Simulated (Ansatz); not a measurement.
SnRu₃N:
Space group Pm-3m (No. 221); a = b = c = 4.088 Å, α = β = γ = 90.00°

| atom | site | symmetry | x | y | z |
|---|---|---|---|---|---|
| Sn | 1a | m-3m | 0.0000 | 0.0000 | 0.0000 |
| Ru | 3c | 4/mm.m | 0.0000 | 0.5000 | 0.5000 |
| N | 1b | m-3m | 0.5000 | 0.5000 | 0.5000 |

Relaxed with PBE.

Task: Which orbitals make up the states near the Fermi level in DFT-PBE in the program Ansatz with PAW potentials?

Result: Within 0.5 eV of the Fermi level: Ru 4d 82 %, N 2p 8 %. Projections are on Löwdin-orthogonalised atomic valence shells; empty p or d shells of many metals are not among them.

Task: Tabulate the density of states.

Result: States/eV per cell of 5 atoms, in 0.25 eV bins, energy from the Fermi level.

| E (eV) | total | Ru 4d | Sn 5p | N 2p |
|---|---|---|---|---|
| -7.85 | 2.43 | 0.90 | 0.04 | 1.23 |
| -7.60 | 1.83 | 0.63 | 0.04 | 1.00 |
| -7.35 | 1.76 | 0.60 | 0.04 | 0.99 |
| -7.10 | 1.85 | 0.63 | 0.04 | 1.05 |
| -6.85 | 2.22 | 0.78 | 0.04 | 1.27 |
| -6.60 | 1.99 | 0.67 | 0.05 | 1.15 |
| -6.35 | 1.72 | 0.55 | 0.04 | 1.02 |
| -6.10 | 1.39 | 0.44 | 0.09 | 0.75 |
| -5.85 | 1.16 | 0.41 | 0.21 | 0.40 |
| -5.60 | 1.27 | 0.50 | 0.36 | 0.22 |
| -5.35 | 2.46 | 1.17 | 0.83 | 0.11 |
| -5.10 | 2.05 | 1.01 | 0.72 | 0.05 |
| -4.85 | 3.62 | 2.09 | 1.15 | 0.07 |
| -4.60 | 5.97 | 4.18 | 1.31 | 0.18 |
| -4.35 | 6.71 | 4.95 | 1.39 | 0.13 |
| -4.10 | 3.30 | 2.41 | 0.71 | 0.04 |
| -3.85 | 2.63 | 2.04 | 0.44 | 0.04 |
| -3.60 | 2.47 | 2.08 | 0.26 | 0.04 |
| -3.35 | 2.72 | 2.45 | 0.15 | 0.04 |
| -3.10 | 4.26 | 4.07 | 0.07 | 0.03 |
| -2.85 | 2.92 | 2.78 | 0.05 | 0.03 |
| -2.60 | 6.34 | 5.71 | 0.20 | 0.21 |
| -2.35 | 7.75 | 6.75 | 0.37 | 0.27 |
| -2.10 | 3.53 | 3.12 | 0.17 | 0.07 |
| -1.85 | 4.50 | 4.01 | 0.23 | 0.09 |
| -1.60 | 3.49 | 3.17 | 0.09 | 0.04 |
| -1.35 | 4.56 | 4.36 | 0.05 | 0.03 |
| -1.10 | 6.71 | 6.41 | 0.04 | 0.06 |
| -0.85 | 6.57 | 6.25 | 0.06 | 0.04 |
| -0.60 | 3.01 | 2.75 | 0.05 | 0.03 |
| -0.35 | 2.11 | 1.91 | 0.02 | 0.15 |
| -0.10 | 2.71 | 2.34 | 0.06 | 0.23 |
| 0.15 | 4.11 | 3.23 | 0.30 | 0.26 |
| 0.40 | 6.08 | 4.76 | 0.27 | 0.58 |
| 0.65 | 4.84 | 3.93 | 0.25 | 0.39 |
| 0.90 | 4.50 | 3.27 | 0.49 | 0.41 |
| 1.15 | 4.77 | 2.96 | 0.55 | 0.49 |
| 1.40 | 2.85 | 1.45 | 0.33 | 0.36 |
| 1.65 | 1.54 | 0.73 | 0.31 | 0.20 |
| 1.90 | 0.49 | 0.17 | 0.25 | 0.04 |
| 2.15 | 1.82 | 0.75 | 0.59 | 0.23 |
| 2.40 | 1.83 | 0.73 | 0.66 | 0.20 |
| 2.65 | 2.23 | 0.92 | 0.69 | 0.20 |
| 2.90 | 2.70 | 1.10 | 0.74 | 0.32 |
| 3.15 | 3.11 | 1.17 | 0.76 | 0.35 |
| 3.40 | 2.83 | 1.03 | 0.74 | 0.33 |
| 3.65 | 2.11 | 0.70 | 0.61 | 0.25 |
| 3.90 | 1.63 | 0.49 | 0.49 | 0.16 |
| 4.15 | 2.07 | 0.59 | 0.55 | 0.26 |
| 4.40 | 1.80 | 0.49 | 0.41 | 0.23 |
| 4.65 | 0.82 | 0.22 | 0.17 | 0.11 |

The start of the workflow was typed in or built on a structure type; neither database checked (COD, Materials Project) lists it. Whether it is the stable phase at ambient conditions was not checked. The cell was relaxed with PBE under the symmetry of its start; its stability against distortions is not shown here. The workflow began spin-polarised and lost its moments. The volume moved by 17 % from the start of the relaxation. Spin–orbit coupling is left out wherever it is not named.

Potentials: the earlier of the program's two PAW sets.
